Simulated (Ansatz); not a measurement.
**Al3GaN4: moving Al off its site**

Al3GaN4, P-43m, a = 4.401 Å (as given, not relaxed at this level: 0.8 GPa, forces to 0.10 eV/Å). The structure is a Materials Project entry; whether it is the stable form wasn't checked. Ansatz: PBEsol, PAW, 420 eV, Γ-centred 6×6×6 mesh on 8 atoms, Gaussian smearing 0.05 eV; no spin polarisation.

```
CELL_PARAMETERS angstrom
4.40144 0.00000 0.00000
0.00000 4.40144 0.00000
0.00000 0.00000 4.40144
ATOMIC_POSITIONS crystal
Al 0.50000 0.50000 0.00000
Al 0.50000 0.00000 0.50000
Al 0.00000 0.50000 0.50000
Ga 0.00000 0.00000 0.00000
N 0.74416 0.74416 0.25584
N 0.74416 0.25584 0.74416
N 0.25584 0.74416 0.74416
N 0.25584 0.25584 0.25584
```

Atom 1 (Al) moves by x along the unit vector (0.568, 0.568, 0.595), with its periodic images; all else is held. y is the free energy of the cell over the start, F the force along the path summed over the moved atoms.

```
 x (Å) y (meV) F (eV/Å)
-0.100        ?         ?
-0.080     61.0      1.46
-0.060     35.0      1.13
-0.040     15.9      0.78
-0.020      4.0      0.40
 0.000      0.0      0.00
 0.040     17.2     -0.88
 0.060     39.7     -1.37
 0.080     72.1     -1.88
 0.100    115.2     -2.44
```

Problem. Fit y = c2 x² + c3 x³ + c4 x⁴ to the energies of the other rows, give the force constant, and predict energy and force of the missing row.

Solution. Least squares on the rows shown. y = 10330 x² + 10840 x³ + 10200 x⁴. The force constant is 2 c2 = 20.7 eV/Å² (for all images moving together, not for a lone atom). The force −dy/dx at the missing row is 1.78 eV/Å (computed 1.78). At x = -0.100 the fit asked for gives 93.5 meV. The run gave 93.4 meV, so the fit is 0.1 meV too high, a small miss on the scale of the series.